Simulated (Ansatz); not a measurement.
GaN (wurtzite), relaxed with r2SCAN: 4 runs in Ansatz, each a calculation of independent-particle optics. Space group P6_3mc (No. 186), hexagonal; conventional cell a = 3.183 Å, c = 5.184 Å, 11.37 Å³ an atom. Ga has 4 N at 1.95 Å; N has 4 Ga at 1.95 Å. (Simulation; spin polarisation is off.)

```
CELL_PARAMETERS angstrom
3.18315 0.00000 0.00000
-1.59157 2.75669 0.00000
0.00000 0.00000 5.18363
ATOMIC_POSITIONS crystal
Ga 0.33333 0.66667 0.99911
Ga 0.66667 0.33333 0.49911
N 0.33333 0.66667 0.37589
N 0.66667 0.33333 0.87589
```

On meshes this coarse, single peaks can be features of the mesh. No local fields, no excitons; the zone sum runs over the cells of the mesh, and ε∞ includes the bands left out of the spectrum. Up to four peaks are listed, those above 15 % of the tallest and inside the complete range; the four can differ from row to row. Rows marked drawn have settings drawn at random (some not listed).

```csv
functional,k mesh,broadening (eV),scissors (eV),range (eV),settings,direct gap on the mesh before scissors (eV),ε∞ xx,ε∞ yy,ε∞ zz,complete up to (eV),tallest peaks of mean ε₂ (eV)
PBE,9×9×4,0.1,0.00,0–14,chosen,1.93,5.89,5.89,6.06,14.0,6.55 7.90 10.70 10.90
r2SCAN,9×9×4,0.1,0.00,0–14,chosen,2.35,5.32,5.32,5.46,14.0,7.15 8.40 11.45 12.15
LDA,12×12×4,0.4,0.60,0–15,drawn,1.94,5.66,5.66,5.80,15.0,7.90 11.50
```

Problem. Estimate from these rows what the further settings give.
```tsv
functional	k mesh	broadening (eV)	scissors (eV)	range (eV)	settings
PBE	9×9×4	0.1	1.26 (to HSE06)	0–14	chosen
```

Solution.
```tsv
functional	k mesh	broadening (eV)	scissors (eV)	range (eV)	settings	direct gap on the mesh before scissors (eV)	ε∞ xx	ε∞ yy	ε∞ zz	complete up to (eV)	tallest peaks of mean ε₂ (eV)
PBE	9×9×4	0.1	1.26 (to HSE06)	0–14	chosen	1.93	5.15	5.15	5.28	14.0	7.85 9.15 12.00 12.15
```

Measured values to set these runs against:
- band gap: 3.4 eV (direct gap at Gamma; 300 K; quoted experimental value; Rounded room-temperature literature value quoted in passing in the theory part; quoted in “Vacancy defect in bulk and at (10-10) surface of GaN: A combined first-principles theoretical and experimental analysis”, 2017, arxiv:1710.05670)
- band gap: 3.4 eV (experimental optical band gap (direct, Gamma); optical; Rounded literature optical gap quoted in passing for comparison with the calculation; sample and temperature not stated; quoted in “Momentum selectivity and anisotropy effects in the nitrogen K-edge resonant inelastic X-ray scattering from GaN”, 2004, arxiv:cond-mat/0412304)
Semilocal gaps without a shift tend to lie below measured ones.

The runs are scalar-relativistic, without spin-orbit coupling.
